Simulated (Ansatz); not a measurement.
Here is the system:

FeBiO3:
```
CELL_PARAMETERS angstrom
     -2.86731     3.69482     2.99151
      2.86731    -3.69482     2.99151
      2.86731     3.69482    -2.99151
ATOMIC_POSITIONS crystal
  Bi 0.86386 0.11386 0.75000
  Fe 0.04532 0.54532 0.50000
  O  0.22705 0.47705 0.75000
  O  0.73010 0.46055 0.73045
  O  0.73010 0.99964 0.26955
  Bi 0.36386 0.11386 0.25000
  Fe 0.54532 0.54532 0.00000
  O  0.72705 0.47705 0.25000
  O  0.23010 0.46055 0.23045
  O  0.23010 0.99964 0.76955
```
The run is spin-polarised.

This is the PBEsol-relaxed structure. Tensor components refer to the Cartesian frame of this cell.

Problem. All from DFT-PBEsol in the program Ansatz with PAW potentials, unless another level is named. Give the magnetic order.

Solution. antiferromagnetic.

Problem. Next, the electronic dielectric constant ε∞ (DFPT)?

Solution. 12.0 (xx), 17.2 (yy), 9.10 (zz).

Problem. Predict the Born charges (a third of the trace).

Solution. Bi +4.54, Fe +3.79, O -2.93 to -2.48 e.

Space group Amm2. The start of the workflow was typed in or built on a structure type; neither database checked (COD, Materials Project) lists it. It is not the phase usual at ambient conditions (space group No. 161). The PBEsol relaxation kept the symmetry of its start, as lowered by the spin order; whether a distortion lowers the energy is not shown. Spin order of the final state: antiferromagnetic, chosen from 5 collinear starts compared on coarse meshes (ties went to the first, and starts can fall back to one state), not a proven ground state. No Hubbard U is applied. Scalar-relativistic: spin–orbit coupling is off unless named, which matters more the heavier the elements.

Potentials: the earlier of the program's two PAW sets. The files were generated under PBE; for other functionals the program regenerates the frozen cores, and for LDA and PBEsol the local potential too.
